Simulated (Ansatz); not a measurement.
Consider the following.

ZrAl:
```cif
data_Al4Zr4
_chemical_formula_sum 'Zr4 Al4'
_space_group_name_H-M_alt 'Cmcm'
_space_group_IT_number 63
_space_group_name_Hall '-C 2c 2'
_cell_length_a 3.28967
_cell_length_b 10.76990
_cell_length_c 4.23354
_cell_angle_alpha 90.000
_cell_angle_beta 90.000
_cell_angle_gamma 90.000
loop_
_atom_site_label
_atom_site_type_symbol
_atom_site_symmetry_multiplicity
_atom_site_Wyckoff_symbol
_atom_site_fract_x
_atom_site_fract_y
_atom_site_fract_z
_atom_site_occupancy
Zr1 Zr 4 c 0.00000 0.16027 0.25000 1
Al1 Al 4 c 0.00000 0.42883 0.25000 1
```
(The calculation used a cell of 4 atoms; values per cell refer to that cell.)

This is the LDA-relaxed structure.

**Question.** All from plane-wave PAW LDA (Ansatz code), unless another level is named. Predict the highest zone-centre frequency.

**Answer.** 48.8 meV.

**Question.** Give the bulk modulus (Birch–Murnaghan fit).

**Answer.** 118 GPa.

The first step of the workflow began from a Materials Project structure, measured or hypothetical; the Crystallography Open Database copy checked does not list it. Its standing as an ambient phase is unchecked. The cell was relaxed with LDA under the symmetry of its start; whether a distortion lowers the energy is not shown. The run is not spin-polarised.

Potentials: the later of the program's two PAW sets.
